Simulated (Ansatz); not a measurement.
ZnIn$_{2}$O$_{4}$:
```
ZnIn2O4
1.0
   -2.39405     2.39405     5.04791
    2.39405    -2.39405     5.04791
    2.39405     2.39405    -5.04791
In Zn O
2 1 4
Direct
  0.50000   0.50000   0.00000
  0.25000   0.75000   0.50000
  0.00000   0.00000   0.00000
  0.33263   0.84893   0.95727
  0.89166   0.37537   0.04273
  0.15107   0.10834   0.48371
  0.62463   0.66737   0.51629
```

Relaxed with PBE. Special points in fractions of this cell's reciprocal vectors: Γ (0.000, 0.000, 0.000); X (0.000, 0.000, 0.500); P (0.250, 0.250, 0.250); N (0.000, 0.500, 0.000); M (0.500, 0.500, -0.500); S (0.306, 0.694, -0.306); S0 (-0.306, 0.306, 0.306); R (-0.112, 0.112, 0.500); G (0.500, 0.500, -0.112).

### Question
List the band energies nearest the valence-band maximum at these points for PBE (plane waves, PAW; program Ansatz).

### Answer
In eV from the valence-band maximum; about four levels below and three above (degenerate sets whole), none deeper than 8.9 eV; points with the same levels are listed once.

```csv
k,below,above
Γ,-1.27 -1.27 -0.18 0.00 0.00,0.88 5.56 6.92
X,-0.76 -0.63 -0.23 -0.14,4.23 4.46 5.60
P,-0.81 -0.72 -0.23 -0.15,4.29 4.45 5.56
N,-0.83 -0.55 -0.48 -0.29,3.48 4.56 6.53
M,-1.24 -1.24 -0.94 -0.29 -0.29,3.23 3.71 5.60 5.60
S,-1.01 -0.55 -0.48 -0.26,3.79 4.45 5.35
R,-0.86 -0.62 -0.25 -0.17,4.18 4.42 5.67
```

Space group I-4. A made-up cell: these elements were put on the sites of a structure type; neither database checked (COD, Materials Project) lists it. Whether it is the stable phase at ambient conditions was not checked. The PBE relaxation kept the symmetry of its start; whether a distortion lowers the energy is not shown. Spin–orbit coupling is left out wherever it is not named.

Potentials: the earlier of the program's two PAW sets.
